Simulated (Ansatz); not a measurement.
**GaN (P6_3mc), zone-centre modes**

The calculation used DFT r2SCAN, scalar-relativistic, plane waves, PAW in Ansatz 0.2.0. Settings: plane waves to 500 eV, k-mesh 12×12×4 (Γ-centred), Gaussian smearing 0.05 eV. No spin polarisation.

The undisturbed cell (relaxed at this level):

```
CELL_PARAMETERS angstrom
3.12590 0.00000 0.00000
-1.56295 2.70711 0.00000
0.00000 0.00000 10.34948
ATOMIC_POSITIONS crystal
Ga 0.00000 0.00000 0.28295
Ga 0.33333 0.66667 0.52938
Ga 0.66667 0.33333 0.02938
Ga 0.00000 0.00000 0.78295
N 0.33333 0.66667 0.85347
N 0.00000 0.00000 0.59420
N 0.66667 0.33333 0.35347
N 0.00000 0.00000 0.09420
```

Harmonic modes by finite displacements of 0.02 Å, without the LO–TO term.

At this geometry, is the structure stable against these modes?

No: 2 modes are unstable, the strongest at 82i cm⁻¹.

List the wavenumbers in cm⁻¹.

82i, 82i, 0, 0, 0, 63, 63, 106, 106, 191, 238, 247, 396, 488, 488, 495, 495, 542, 591, 591, 592, 592, 647, 716.

Cost: 1 run of about 7.1 core-minutes, on Intel Xeon 6975P-C (Granite Rapids) (shared hosts).